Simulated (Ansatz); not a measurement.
TiAl₃ (D022 type, space group I4/mmm)

```xyz
4
Lattice="-1.9229 1.9229 4.3099 1.9229 -1.9229 4.3099 1.9229 1.9229 -4.3099" Properties=species:S:1:pos:R:3 pbc="T T T"
Al     0.0000     0.0000     4.3099
Al     0.0000     1.9229     2.1549
Al     1.9229     0.0000     2.1549
Ti     0.0000     0.0000     0.0000
```

Grid over V/V₀ and (c/a)/(c/a)₀, subscript 0 meaning the relaxed cell; the conventional c axis lies along z; no internal relaxation.

Method: PBE (plane waves to 420 eV, PAW, scalar-relativistic; Ansatz, a first-principles code). k mesh 17×17×17 (Γ-centred), Fermi-Dirac smearing 0.05 eV. Compression counts positive. With partly filled bands, the response to shear is sensitive to the k mesh, so small differences along c/a are uncertain. TiAl3 is run without spin polarisation. TiAl3 was relaxed with its symmetry unable to fall. The last digit holds for this mesh only.

Changes of σzz (GPa) from the point V/V₀ = 1.000, (c/a)/(c/a)₀ = 1.000 when one coordinate moves alone (two changes are said to add if the coupling is within 5 % of the smaller one, nearly so within 20 %):

```csv
point,change
"V/V₀ = 1.000, (c/a)/(c/a)₀ = 0.880",13.04
"V/V₀ = 1.000, (c/a)/(c/a)₀ = 0.920",9.06
"V/V₀ = 1.000, (c/a)/(c/a)₀ = 0.960",4.62
"V/V₀ = 0.960, (c/a)/(c/a)₀ = 1.000",4.54
"V/V₀ = 0.973, (c/a)/(c/a)₀ = 1.000",2.92
"V/V₀ = 0.987, (c/a)/(c/a)₀ = 1.000",1.41
"V/V₀ = 1.013, (c/a)/(c/a)₀ = 1.000",-1.32
"V/V₀ = 1.027, (c/a)/(c/a)₀ = 1.000",-2.54
"V/V₀ = 1.040, (c/a)/(c/a)₀ = 1.000",-3.69
"V/V₀ = 1.000, (c/a)/(c/a)₀ = 1.040",-4.51
"V/V₀ = 1.000, (c/a)/(c/a)₀ = 1.080",-8.77
"V/V₀ = 1.000, (c/a)/(c/a)₀ = 1.120",-12.68
```

**Question.** What is the change at V/V₀ = 1.040, (c/a)/(c/a)₀ = 1.080, where both move, and how far is it from the sum?

**Answer.** The sum of the single changes is -3.69 + (-8.77) = -12.46; the calculation gives -11.52, so the coupling contributes 0.94 (over 20 % of the smaller single change, not additive).

**Question.** What is the change at V/V₀ = 0.987, (c/a)/(c/a)₀ = 0.960, where both move, and how far is it from the sum?

**Answer.** The sum of the single changes is 1.41 + (4.62) = 6.03; the calculation gives 6.18, so the coupling contributes 0.15 (under 20 % of the smaller single change, nearly additive).

**Question.** What is the change at V/V₀ = 0.973, (c/a)/(c/a)₀ = 0.960, where both move, and how far is it from the sum?

**Answer.** The sum of the single changes is 2.92 + (4.62) = 7.54; the calculation gives 7.85, so the coupling contributes 0.31 (under 20 % of the smaller single change, nearly additive).

(A scan under strain: stresses follow from slopes of the energy per volume, elastic moduli from its curvatures.)
